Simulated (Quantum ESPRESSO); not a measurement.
Band energies of SrHI monolayer

```
CELL_PARAMETERS angstrom
      4.21304     0.00000     0.00000
      0.00000     4.21304     0.00000
      0.00000     0.00000    20.50000
ATOMIC_POSITIONS crystal
  H  0.00000 0.50000 0.00000
  H  0.50000 0.00000 0.00000
  Sr 0.00000 0.00000 0.06311
  Sr 0.50000 0.50000 0.93689
  I  0.50000 0.50000 0.13771
  I  0.00000 0.00000 0.86229
```

norm-conserving PBEsol (Quantum ESPRESSO, 72 Ry, with spin-orbit coupling); path MΓXM; energies in eV from the valence-band maximum.

| k (1/Å) | point | band 36 | band 37 | band 38 | band 39 | band 40 | band 41 | band 42 | band 43 |
|---|---|---|---|---|---|---|---|---|---|
| 0.00 | M | -1.04 | 3.94 | 3.94 | 3.94 | 3.94 | 5.61 | 5.61 | 5.61 |
| 0.21 |  | -0.75 | 4.13 | 4.13 | 4.21 | 4.21 | 5.22 | 5.22 | 5.76 |
| 0.42 |  | -0.40 | 4.41 | 4.41 | 4.43 | 4.43 | 4.95 | 4.95 | 5.80 |
| 0.63 |  | -0.10 | 4.34 | 4.34 | 4.76 | 4.76 | 4.82 | 4.82 | 4.90 |
| 0.84 |  | 0.00 | 4.00 | 4.00 | 4.44 | 4.44 | 4.70 | 4.70 | 4.99 |
| 1.05 | Γ | -0.09 | 3.62 | 3.62 | 4.48 | 4.48 | 4.70 | 4.70 | 5.02 |
| 1.24 |  | -0.01 | 3.88 | 3.88 | 4.39 | 4.39 | 4.62 | 4.62 | 4.95 |
| 1.43 |  | -0.04 | 4.16 | 4.16 | 4.24 | 4.24 | 4.74 | 4.74 | 4.86 |
| 1.61 |  | -0.17 | 4.20 | 4.20 | 4.42 | 4.42 | 4.79 | 4.79 | 5.17 |
| 1.80 | X | -0.34 | 4.32 | 4.32 | 4.32 | 4.32 | 5.15 | 5.15 | 5.15 |
| 1.95 |  | -0.36 | 4.39 | 4.39 | 4.41 | 4.41 | 5.06 | 5.06 | 5.09 |
| 2.10 |  | -0.52 | 4.51 | 4.51 | 4.53 | 4.53 | 4.99 | 4.99 | 5.03 |
| 2.25 |  | -0.71 | 4.34 | 4.34 | 4.37 | 4.37 | 5.21 | 5.21 | 5.26 |
| 2.55 | M | -1.04 | 3.94 | 3.94 | 3.94 | 3.94 | 5.61 | 5.61 | 5.61 |

The PBEsol gap is indirect, 3.62 eV, from 80 % of the way from M to Γ to Γ; the smallest direct gap is 3.71 eV. Another valence extremum on the path lies within 0.02 eV, too close to call. The valence-band maximum lies 6.20 eV below the vacuum level.

Geometry relaxed with PBEsol.

This is a model layer cut from the bulk structure; whether it is stable on its own was not checked.
